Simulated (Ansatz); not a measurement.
A: YPb₂ (space group Cmcm), a = 4.527 Å, b = 16.827 Å, c = 4.493 Å, α = 90.00°, β = 90.00°, γ = 90.00°
B: Ge$_{2}$Sb$_{2}$Te$_{5}$ (Ge2Sb2Te5-Kooi type, space group P-3m1), a = b = 4.2663 Å, c = 17.6190 Å, α = β = 90.00°, γ = 120.00°
C: AlN (wurtzite), a = b = 3.107 Å, c = 4.979 Å, α = β = 90.00°, γ = 120.00°

Scan: energy against volume (even scaling of the relaxed cell, symmetry kept). All come from one method, each on a k mesh of its own. All were relaxed with their symmetry unable to fall. Spin-orbit coupling is left out. YPb2 is run without spin polarisation.

Q: Order them by bulk modulus at fixed cell shape (fitted) (highest first) at the level r2SCAN (plane waves to 500 eV, PAW, scalar-relativistic; Ansatz, a first-principles code).

A: C (211 GPa), A (56.9 GPa), B (29.3 GPa)

(Under strain, the slope of the energy per volume gives the stress and its curvature an elastic modulus.)
